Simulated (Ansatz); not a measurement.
CaC8: rattling a relaxed structure

The cell was found from a structure generator's guess, not taken from experiment.

Method: Ansatz, DFT PBE+D3(BJ), scalar-relativistic, plane waves, PAW. Plane waves to 420 eV, a k mesh through Γ of 9×9×10 on the computed 9-atom cell and Gaussian smearing (0.10 eV); no spin polarisation.

The cell below (9 atoms, space group P6/mmm (No. 191)) is relaxed within its symmetry.

```cif
data_structure
_symmetry_space_group_name_H-M 'P 1'
_symmetry_Int_Tables_number 1
_cell_length_a 4.9987
_cell_length_b 4.9987
_cell_length_c 4.3680
_cell_angle_alpha 90.000
_cell_angle_beta 90.000
_cell_angle_gamma 120.000
_cell_volume 94.52
loop_
_atom_site_label
_atom_site_type_symbol
_atom_site_fract_x
_atom_site_fract_y
_atom_site_fract_z
_atom_site_occupancy
Ca1 Ca 0.00000 0.00000 0.50000 1
C1 C 0.33551 0.16776 0.00000 1
C2 C 0.33333 0.66667 0.00000 1
C3 C 0.83224 0.16776 0.00000 1
C4 C 0.83224 0.66449 0.00000 1
C5 C 0.16776 0.33551 0.00000 1
C6 C 0.16776 0.83224 0.00000 1
C7 C 0.66667 0.33333 0.00000 1
C8 C 0.66449 0.83224 0.00000 1
```

For the test it was strained at random (σ = 1.5 % a component), the atoms were moved at random (σ = 0.15 Å), and all was relaxed again on a coarse 6×6×6 mesh (in the run’s order of axes) with 0.20 eV smearing, with no symmetry imposed.

Task: What happens?

Result: It returns, within 1 meV/atom of the unmoved cell on that mesh and with the same symmetry when read at 0.1 Å (C2/m at 0.01 Å, so small strains and shifts remain). No instability shows in this cell; modes of other wave vectors, which need another repeat, aren't tested.
